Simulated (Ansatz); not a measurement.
One crystal and one scan (energy against volume) at two levels, PBE (plane waves to 420 eV, PAW, scalar-relativistic; Ansatz, a first-principles code) and r2SCAN (plane waves to 500 eV, PAW, scalar-relativistic; Ansatz), each from its own relaxed cell and on its own mesh. The cell shown is that of PBE.

PbF₂ (fluorite)

```xyz
3
Lattice="0.0000 3.0004 3.0004 3.0004 0.0000 3.0004 3.0004 3.0004 0.0000" Properties=species:S:1:pos:R:3 pbc="T T T"
Pb     0.0000     0.0000     0.0000
F      4.5006     4.5006     4.5006
F      1.5002     1.5002     1.5002
```

Equation-of-state scan: isotropic scaling of the cell above, V₀ being its volume. Symmetry pins the atoms to their sites.

E stands for the smeared free energy. PbF2 was relaxed with its symmetry unable to fall. Spin-orbit coupling is left out, though Pb is heavy. Both scans cover V/V₀ from 0.900 to 1.100.

ΔE (meV/atom), each from the relaxed starting cell of its own level:

```json
[
 {"V/V₀": "0.900", "PBE": "45.8", "r2SCAN": "51.0"},
 {"V/V₀": "0.925", "PBE": "24.4", "r2SCAN": "27.2"},
 {"V/V₀": "0.950", "PBE": "10.3", "r2SCAN": "11.5"},
 {"V/V₀": "0.975", "PBE": "2.5", "r2SCAN": "2.7"},
 {"V/V₀": "1.000", "PBE": "0.0", "r2SCAN": "0.0"},
 {"V/V₀": "1.025", "PBE": "2.2", "r2SCAN": "2.5"},
 {"V/V₀": "1.050", "PBE": "8.5", "r2SCAN": "withheld"},
 {"V/V₀": "1.075", "PBE": "18.3", "r2SCAN": "20.4"},
 {"V/V₀": "1.100", "PBE": "31.1", "r2SCAN": "34.7"}
]
```

### Question
Estimate the r2SCAN value at 1.050 from the PBE value there and the ratio of the two levels in the two nearest given rows on that side of the minimum.

### Answer
At 1.075 and 1.100 the ratio r2SCAN/PBE averages 1.115, which gives 1.115 × 8.5 = 9.5 meV/atom. The calculation gives 9.5 meV/atom, +11.8 % against PBE.

(Under strain, the slope of the energy per volume gives the stress and its curvature an elastic modulus.)
